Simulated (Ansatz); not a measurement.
Relaxed-ion elastic tensor of Re (hcp (Mg type), P6_3/mmc) in GPa (Voigt order), PBE+D3(BJ) (plane waves, PAW; program Ansatz); density 21.09 g/cm³, 14.66 Å³ per atom.

|  | 1 | 2 | 3 | 4 | 5 | 6 |
|---|---|---|---|---|---|---|
| 1 | 635 | 282 | 228 | 0.0 | 0.0 | 0.0 |
| 2 | 282 | 635 | 228 | 0.0 | 0.0 | 0.0 |
| 3 | 228 | 228 | 696 | 0.0 | 0.0 | 0.0 |
| 4 | 0.0 | 0.0 | 0.0 | 171 | 0.0 | 0.0 |
| 5 | 0.0 | 0.0 | 0.0 | 0.0 | 171 | 0.0 |
| 6 | 0.0 | 0.0 | 0.0 | 0.0 | 0.0 | 177 |

### Question
Is the crystal mechanically stable?

### Answer
Yes: the smallest eigenvalue of C is 171 GPa.

### Question
Work out the Voigt, Reuss and Hill averages.

### Answer
K_V = 382, K_R = 382, K_H = 382; G_V = 186, G_R = 183, G_H = 184 GPa.

### Question
Give Young's modulus, Poisson's ratio, Pugh's ratio and the universal anisotropy index.

### Answer
E = 9KG/(3K + G) = 476 GPa; ν = 0.29; K/G = 2.07 (ductile by the Pugh limit of 1.75); A_U = 5G_V/G_R + K_V/K_R − 6 = 0.07.

### Question
Estimate the sound speeds and the Debye temperature.

### Answer
v_l = √((K + 4G/3)/ρ) = 5460 m/s, v_t = √(G/ρ) = 2960 m/s, mean 3300 m/s; Θ = (h/k)(3n/4πV)^(1/3) v_m = 401 K.

### Question
Solve the Christoffel equation for the three sound speeds along x, y, z.

### Answer
Eigenvalues of C_ijkl n_j n_l equal ρv². In km/s, slowest first: x 2.85, 2.89, 5.49; y 2.85, 2.89, 5.49; z 2.85, 2.85, 5.74.

### Question
How much does each axis shrink under pressure?

### Answer
Linear compressibilities β_i = Σ_j S_ij (j = 1 to 3): x 0.88, y 0.88, z 0.86 per TPa.

The PBE+D3(BJ) relaxation kept the symmetry of its start. No spin polarisation was allowed. The pairwise dispersion correction was not fitted to metals. As this level gives no gap, shear constants depend on the k-mesh and smearing (Fermi–Dirac, 0.1 eV here). Scalar-relativistic: spin–orbit coupling is off unless named, which matters more the heavier the elements.

Potentials: the later of the program's two PAW sets.
